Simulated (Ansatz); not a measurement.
**GaCuSe2: from a starting cell to a relaxed one**

The start is a relaxed GaCuSe2 cell with every coordinate shifted by Gaussian noise of σ = 0.1 Å. A full variable-cell relaxation at zero pressure is run with PBE (plane waves to 420 eV, PAW, scalar-relativistic; Ansatz, an electronic-structure program). First-step values are on the input's coarse k-mesh.

Ansatz input (later rounds restart from its end on a renewed k-mesh):
Ansatz 0.2 input:
```yaml
crystal:
  lattice:
    - [-2.8361218174, 2.8361218174, 5.6318823659]
    - [2.8361218174, -2.8361218174, 5.6318823659]
    - [2.8361218174, 2.8361218174, -5.6318823659]
  atoms:
    - { symbol: Cu, position: [0.7173365915, 0.2346583594, 0.4574943923] }
    - { symbol: Cu, position: [0.0084492974, -0.0028897033, 0.0036001226] }
    - { symbol: Ga, position: [0.2359853496, 0.7409992455, 0.4846704963] }
    - { symbol: Ga, position: [0.4704162379, 0.5133976243, -0.0175288069] }
    - { symbol: Se, position: [0.1067631608, 0.1287525872, 0.4817224189] }
    - { symbol: Se, position: [0.6351489328, 0.6229188369, 0.5096324402] }
    - { symbol: Se, position: [0.3738897363, 0.8444654727, -0.0160617789] }
    - { symbol: Se, position: [0.8532877317, 0.3685271643, 1.0113458142] }
basis: { ecutwfc: 420, ecutrho_ratio: 4, xc_grid: 2, fft_grid_basis: typed }
kpoints: { mp_grid: { grid: [5, 5, 6] } }
hamiltonian:
  xc: pbe
  dispersion: none
  pseudopotentials: { azcp: { folder: ./paw }, kind: paw }
scf: { occupations: { method: fermi_dirac, width: 0.05 } }
relax: { f_tol: 0.01, max_steps: 100, cell: { stress_tol: 0.02 } }
output: { forces: true, stress: true }
```

Question: What is the largest force in the starting geometry, and on which atom (counted from 1)?

Answer: About 3.7 eV/Å, on Se7 (atoms numbered as listed).

Question: How do the shortest distances between atoms change?

Answer: The closest pairs of elements (up to four, under 3.6 Å), start → end: Ga–Se 2.16 → 2.47 Å; Cu–Se 2.38 → 2.43 Å.

Question: Is the relaxed structure metallic? Give its gap.

Answer: Zero, with touching bands (no spin-orbit coupling). The gap comes from the SCF mesh and the high-symmetry points alone.

The end point of the relaxation:

```cif
data_Cu4Ga4Se8
_chemical_formula_sum 'Cu4 Ga4 Se8'
_space_group_name_H-M_alt 'I-42d'
_space_group_IT_number 122
_space_group_name_Hall 'I -4 2bw'
_cell_length_a 5.67252
_cell_length_b 5.67252
_cell_length_c 11.26313
_cell_angle_alpha 90.000
_cell_angle_beta 90.000
_cell_angle_gamma 90.000
loop_
_atom_site_label
_atom_site_type_symbol
_atom_site_symmetry_multiplicity
_atom_site_Wyckoff_symbol
_atom_site_fract_x
_atom_site_fract_y
_atom_site_fract_z
_atom_site_occupancy
Cu1 Cu 4 a 0.00000 0.00000 0.00000 1
Ga1 Ga 4 b 0.00000 0.00000 0.50000 1
Se1 Se 8 d 0.24372 0.25000 0.12500 1
```
(The calculation used a cell of 8 atoms; values per cell refer to that cell.)

Final values are on a 8×8×8 k-mesh of the relaxed cell. No spin polarisation in the result.
